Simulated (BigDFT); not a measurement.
Input and output of a self-consistent single point for 2 x 2 x 2 piece of the rock-salt lattice (O4Zn4) (BigDFT).

Level of theory: PBE, Daubechies wavelet basis, HGH (Krack) norm-conserving potentials made for PBE, isolated boundary conditions in BigDFT.

```xyz
8

Zn    -0.9750    -0.9750    -0.9750
O     -0.9750    -0.9750     0.9750
O     -0.9750     0.9750    -0.9750
Zn    -0.9750     0.9750     0.9750
O      0.9750    -0.9750    -0.9750
Zn     0.9750    -0.9750     0.9750
Zn     0.9750     0.9750    -0.9750
O      0.9750     0.9750     0.9750
```

Reference input (self-consistent single point, DFT, PBE, Daubechies wavelet basis, HGH (Krack) norm-conserving potentials made for PBE, isolated boundary conditions): basis = Daubechies wavelets; dft.hgrids = 0.303 bohr; dft.rmult = 5 8; dft.ixc = PBE; potentials = built-in HGH-K PBE; boundary_conditions = free; dft.gnrm_cv = 1e-04; dft.itermax = 80; dft.idsx = 6; dft.nrepmax = 3. This run's input differs from it in these lines:

```diff
@@ -2,4 +2,4 @@
 dft:
-  hgrids: 0.303
-  rmult: [5, 8]
+  hgrids: 0.454
+  rmult: [4, 6]
   ixc: PBE
```

Output (repeated stretches shortened):

```
  #------------------------------------------------------------------- Self-Consistent Cycle
 Ground State Optimization:
 - Hamiltonian Optimization: &itrp001
   - Subspace Optimization: &itrep001-01
       Wavefunctions Iterations:
 iter:  1, EKS: -3.03103337620204627E+02, gnrm:  3.37E-01, D:  1.79E+00,
 iter:  2, EKS: -3.04592650966575434E+02, gnrm:  1.08E-01, D: -1.49E+00,
 iter:  3, EKS: -3.04761205714072844E+02, gnrm:  4.04E-02, D: -1.69E-01,
 iter:  4, EKS: -3.04802992812978175E+02, gnrm:  2.23E-02, D: -4.18E-02,
 iter:  5, EKS: -3.04818305243747773E+02, gnrm:  9.73E-03, D: -1.53E-02,
   [... lines left out ...]
 iter:  11, EKS: -3.04826028264830484E+02, gnrm:  1.21E-03, D: -1.70E-04,
 iter:  12, EKS: -3.04826133840333341E+02, gnrm:  7.99E-04, D: -1.06E-04,
 iter:  13, EKS: -3.04826165152296653E+02, gnrm:  5.31E-04, D: -3.13E-05,
 iter:  14, EKS: -3.04826180309221400E+02, gnrm:  3.48E-04, D: -1.52E-05,
 iter:  15, EKS: -3.04826184755536758E+02, gnrm:  2.08E-04, D: -4.45E-06,
 iter:  16, EKS: -3.04826186584475010E+02, gnrm:  1.30E-04, D: -1.83E-06,
 iter:  17, EKS: -3.04826187058383766E+02, gnrm:  8.20E-05, D: -4.74E-07,
       -  &FINAL001  { #---------------------------------------------------------- iter: 18
 iter:  18, EKS: -3.04826187306404279E+02, gnrm:  8.20E-05, D: -2.48E-07,  #FINAL
        #Eigenvalues and New Occupation Numbers
       Orbitals: [
   [... 33 lines left out ...]
 Last Iteration                        : *FINAL001
  #---------------------------------------------------------------------- Forces Calculation
 Total electronic charge               :  71.999789356689
 Electric Dipole Moment (AU):
   P vector                            :  [ -2.873784E-02, -2.873763E-02, -2.873724E-02 ]
   norm(P)                             :  4.97749283E-02
 Electric Dipole Moment (Debye):
   P vector                            :  [ -7.304429E-02, -7.304377E-02, -7.304276E-02 ]
   norm(P)                             :  1.26515236E-01
 BigDFT infocode                       :  0
   [... lines left out ...]
 -  {Zn: [ 3.061585288355E-02,  5.607473585716E-02,  3.061593889955E-02]} # 0006
 -  {Zn: [ 3.061591225458E-02,  3.061588623860E-02,  5.607466748653E-02]} # 0007
 -  {O: [ 1.073803636416E-03,  1.073676330668E-03,  1.073650909098E-03]} # 0008
 Energy (Hartree)                      : -3.04826187306404279E+02
 Force Norm (Hartree/Bohr)             :  2.52662423206309217E-01
```

The run converged in 18 iterations. Against the reference run the free energy rises by 4.08 eV/atom and the largest force goes from 2.001 to 6.060 eV/Å.

The grid can part forces that symmetry would make equal. Forces above 1 eV/Å remain at this geometry. This run is one point of a test of settings, so its values need not be converged; read them against the reference run alone. The shape was built by hand and not relaxed. No other spin state was tried in this run. At such grid spacings the totals of these hard atoms are unconverged, and differences carry grid noise.

Cost on one core: about 40 core-seconds (a rough figure).
